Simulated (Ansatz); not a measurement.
Ru:
```cif
data_Ru8
_chemical_formula_sum 'Ru8'
_space_group_name_H-M_alt 'P 1'
_space_group_IT_number 1
_cell_length_a 2.68611
_cell_length_b 2.68611
_cell_length_c 17.34218
_cell_angle_alpha 90.000
_cell_angle_beta 90.000
_cell_angle_gamma 120.000
loop_
_space_group_symop_operation_xyz
  'x, y, z'
loop_
_atom_site_label
_atom_site_type_symbol
_atom_site_fract_x
_atom_site_fract_y
_atom_site_fract_z
_atom_site_occupancy
Ru1 Ru 0.00000 0.00000 0.68798 1
Ru2 Ru 0.33333 0.66667 0.81507 1
Ru3 Ru 0.66667 0.33333 0.93949 1
Ru4 Ru 0.33333 0.66667 0.06051 1
Ru5 Ru 0.66667 0.33333 0.18493 1
Ru6 Ru 0.00000 0.00000 0.31202 1
Ru7 Ru 0.33333 0.66667 0.43674 1
Ru8 Ru 0.66667 0.33333 0.56326 1
```

Relaxed with r²SCAN.

**Question.** Tabulate the valence density and the electron localisation function along the shortest Ru–Ru contact (2.61 Å), r²SCAN in the plane-wave PAW code Ansatz.

**Answer.** 

```tsv
distance from Ru (Å)	density (e/Å³)	ELF
0.26	9.45	0.45
0.39	8.13	0.62
0.52	6.08	0.68
0.65	3.86	0.64
0.78	2.09	0.51
0.91	1.07	0.36
1.04	0.66	0.29
1.17	0.51	0.31
1.30	0.46	0.34
1.44	0.51	0.31
1.57	0.66	0.29
1.70	1.07	0.36
1.83	2.09	0.51
1.96	3.86	0.64
2.09	6.08	0.68
2.22	8.13	0.62
2.35	9.45	0.45
```

The density is the valence pseudo-density with augmentation charge, so density and ELF within about 1 Å of a nucleus are not all-electron values.

Space group P-3m1. The start of the workflow was typed in or built on a structure type; neither database checked (COD, Materials Project) lists it. It is not the phase usual at ambient conditions (space group No. 194). The cell was relaxed with r²SCAN under the symmetry of its start; whether a distortion lowers the energy is not shown. The run is not spin-polarised.

Potentials: the later of the program's two PAW sets.
